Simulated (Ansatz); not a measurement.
ZnAu:
```cif
data_AuZn
_chemical_formula_sum 'Au1 Zn1'
_space_group_name_H-M_alt 'Pm-3m'
_space_group_IT_number 221
_space_group_name_Hall '-P 4 2 3'
_cell_length_a 3.14880
_cell_length_b 3.14880
_cell_length_c 3.14880
_cell_angle_alpha 90.000
_cell_angle_beta 90.000
_cell_angle_gamma 90.000
loop_
_atom_site_label
_atom_site_type_symbol
_atom_site_symmetry_multiplicity
_atom_site_Wyckoff_symbol
_atom_site_fract_x
_atom_site_fract_y
_atom_site_fract_z
_atom_site_occupancy
Au1 Au 1 a 0.00000 0.00000 0.00000 1
Zn1 Zn 1 b 0.50000 0.50000 0.50000 1
```

Relaxed with r²SCAN.

Which orbitals make up the states near the Fermi level in r²SCAN (plane waves, PAW; program Ansatz)?

Within 0.5 eV of the Fermi level: Zn 4s 21 %, Au 6s 20 %, Au 5d 12 %, outside the projected shells 46 %. Projections are on Löwdin-orthogonalised atomic valence shells; empty p or d shells of many metals are not among them.

Tabulate the density of states.

States/eV per cell of 2 atoms, in 0.25 eV bins, energy from the Fermi level.

| E (eV) | total | Au 5d | Zn 3d | Zn 4s |
|---|---|---|---|---|
| -7.85 | 12.25 | 0.63 | 11.46 | 0.09 |
| -7.60 | 5.79 | 0.19 | 5.31 | 0.15 |
| -7.35 | 0.88 | 0.15 | 0.43 | 0.14 |
| -7.10 | 0.89 | 0.24 | 0.30 | 0.17 |
| -6.85 | 2.26 | 1.06 | 0.68 | 0.34 |
| -6.60 | 1.58 | 0.84 | 0.47 | 0.20 |
| -6.35 | 0.66 | 0.49 | 0.09 | 0.04 |
| -6.10 | 1.93 | 1.43 | 0.22 | 0.10 |
| -5.85 | 5.09 | 4.04 | 0.60 | 0.11 |
| -5.60 | 4.40 | 3.62 | 0.48 | 0.11 |
| -5.35 | 2.71 | 2.36 | 0.21 | 0.02 |
| -5.10 | 3.48 | 3.18 | 0.16 | 0.03 |
| -4.85 | 4.05 | 3.67 | 0.20 | 0.05 |
| -4.60 | 3.37 | 3.00 | 0.16 | 0.08 |
| -4.35 | 4.89 | 4.37 | 0.31 | 0.08 |
| -4.10 | 3.60 | 3.22 | 0.16 | 0.09 |
| -3.85 | 1.27 | 1.02 | 0.04 | 0.09 |
| -3.60 | 1.12 | 0.89 | 0.02 | 0.09 |
| -3.35 | 0.58 | 0.36 | 0.02 | 0.08 |
| -3.10 | 0.36 | 0.14 | 0.01 | 0.08 |
| -2.85 | 0.32 | 0.11 | 0.01 | 0.07 |
| -2.60 | 0.36 | 0.13 | 0.01 | 0.05 |
| -2.35 | 0.67 | 0.28 | 0.01 | 0.06 |
| -2.10 | 0.68 | 0.24 | 0.01 | 0.07 |
| -1.85 | 0.64 | 0.18 | 0.01 | 0.08 |
| -1.60 | 0.59 | 0.14 | 0.01 | 0.09 |
| -1.35 | 0.56 | 0.12 | 0.01 | 0.10 |
| -1.10 | 0.54 | 0.10 | 0.01 | 0.10 |
| -0.85 | 0.52 | 0.09 | 0.01 | 0.10 |
| -0.60 | 0.51 | 0.08 | 0.01 | 0.10 |
| -0.35 | 0.49 | 0.07 | 0.01 | 0.10 |
| -0.10 | 0.47 | 0.06 | 0.01 | 0.10 |
| 0.15 | 0.45 | 0.05 | 0.00 | 0.09 |
| 0.40 | 0.43 | 0.04 | 0.00 | 0.09 |
| 0.65 | 0.40 | 0.04 | 0.00 | 0.09 |
| 0.90 | 0.40 | 0.03 | 0.00 | 0.08 |
| 1.15 | 0.42 | 0.03 | 0.00 | 0.08 |
| 1.40 | 0.43 | 0.03 | 0.00 | 0.09 |
| 1.65 | 0.48 | 0.03 | 0.00 | 0.13 |
| 1.90 | 0.55 | 0.04 | 0.00 | 0.17 |
| 2.15 | 0.61 | 0.04 | 0.01 | 0.20 |
| 2.40 | 0.66 | 0.04 | 0.00 | 0.22 |
| 2.65 | 0.72 | 0.04 | 0.00 | 0.24 |
| 2.90 | 0.84 | 0.05 | 0.00 | 0.27 |
| 3.15 | 0.78 | 0.04 | 0.00 | 0.23 |
| 3.40 | 0.72 | 0.03 | 0.00 | 0.19 |
| 3.65 | 0.68 | 0.03 | 0.00 | 0.15 |
| 3.90 | 0.68 | 0.02 | 0.00 | 0.12 |
| 4.15 | 0.70 | 0.02 | 0.00 | 0.11 |
| 4.40 | 0.64 | 0.02 | 0.00 | 0.09 |
| 4.65 | 0.67 | 0.02 | 0.00 | 0.07 |

The cell was relaxed with r²SCAN under the symmetry of its start; of distortions, only those at the zone centre were tested. Scalar-relativistic: spin–orbit coupling is off unless named, which matters more the heavier the elements.

Potentials: the later of the program's two PAW sets.
